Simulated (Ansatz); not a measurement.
Notes on KCl4

```yaml
crystal:
  lattice:
    - [-4.34540, 4.34540, 3.88062]
    - [4.34540, -4.34540, 3.88062]
    - [4.34540, 4.34540, -3.88062]
  atoms:
    - { symbol: Cl, position: [0.35200, 0.79500, 0.55700] }
    - { symbol: Cl, position: [0.79500, 0.73800, 0.44300] }
    - { symbol: Cl, position: [0.73800, 0.79500, 0.94300] }
    - { symbol: Cl, position: [0.79500, 0.35200, 0.05700] }
    - { symbol: Cl, position: [0.64800, 0.20500, 0.44300] }
    - { symbol: Cl, position: [0.20500, 0.64800, 0.94300] }
    - { symbol: Cl, position: [0.26200, 0.20500, 0.05700] }
    - { symbol: Cl, position: [0.20500, 0.26200, 0.55700] }
    - { symbol: K, position: [0.12500, 0.87500, 0.25000] }
    - { symbol: K, position: [0.87500, 0.12500, 0.75000] }
```

Level: PBE, no spin polarisation; 420 eV; 6×6×6 Γ-centred mesh; fermi-dirac occupations (width 0.0242 eV); Ansatz 0.2.0, fixed geometry.

**Question.** Metal or insulator?

**Answer.** It is a metal, with about 29 states/eV a cell as the mean within 0.25 eV of the Fermi level, mostly Cl p (99 %).

**Question.** How is the charge shared?

**Answer.** Bader charges in e: K +0.79, Cl -0.20. In the mean K gives up most and Cl takes most.

**Question.** Where is the largest force?

**Answer.** The largest is on Cl5 (and as large on other atoms): 0.82 eV/Å, components (0.00, -0.79, 0.23). It makes 177° with the line to a nearest neighbour, K10 at 2.74 Å, pointing away from it.

**Question.** What is the formation energy?

**Answer.** -0.03 eV an atom against the elements' usual phases (free molecules for gases, crystals otherwise, with no correction for O₂ or N₂), too near zero to call. Relaxing would lower it.

**Question.** Describe some of the short contacts.

**Answer.** Cl–K at 2.74 Å: least valence density 0.19 e/Å³ and ELF 0.08 there. These are pseudo-fields; inside the PAW spheres they differ from the all-electron ones.

Origin: a known structure type with other elements, at an estimated volume, so it need not be a known compound. Caveats: many states at the Fermi level without spin polarisation, so a magnetic state may lie lower.
